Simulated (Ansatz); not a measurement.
**MnGa: a fit and a missing row**

MnGa, P-6m2, a = 2.689 Å, c = 4.029 Å. The structure is a Materials Project entry; whether it is the stable form wasn't checked. Ansatz: PBEsol, PAW, 420 eV, Γ-centred 18×18×10 mesh on 2 atoms, Gaussian smearing 0.10 eV; collinear spin, largest moment 1.7 μB. Shape and atoms are relaxed at each volume; pressure is positive in compression.

```
V (Å³/atom) P (GPa)
     11.098    27.36
     11.476    18.36
     11.855    10.95
     12.233     4.90
     12.611    -0.01
     12.990        ?
     13.368    -7.26
     13.872    -9.40
```

Q: Take V0 = 12.611 Å³/atom, count pressures from its P0 = -0.01 GPa, fit the third-order Birch–Murnaghan form to the other rows, and predict the missing pressure.

A: With the Eulerian strain f = ½[(V0/V)^(2/3) − 1] and y = (P − P0)/[3f(1 + 2f)^(5/2)], the form is the line y = B0 + 1.5 B0 (B0′ − 4) f. Rows (f, y): 0.04447, 165.8; 0.03245, 161.3; 0.02104, 156.6; 0.01025, 151.8; -0.01906, 139.7; -0.03078, 119.2. Means f = 0.009728, y = 149.07; Σ(Δf)² = 0.004321, ΣΔfΔy = 2.425; the slope is their ratio. y = 143.6 + 561.3 f GPa, so B0 = 143.6 GPa and B0′ = 4 + 2 × (561.3)/(3 × 143.6) = 6.61. At V = 12.990, f = -0.00977, y = 138.12 and P = -3.86 GPa. The run gave -4.00 GPa, so the fit is 0.14 GPa too high, within the rms miss on the fitted rows (0.33 GPa). Note that the largest moment runs from 1.36 to 2.26 μB along the series.

The largest moment runs from 1.36 to 2.26 μB along the series, so B0 and B0′ hold the change of the moment too.

Only parallel moments were tried here.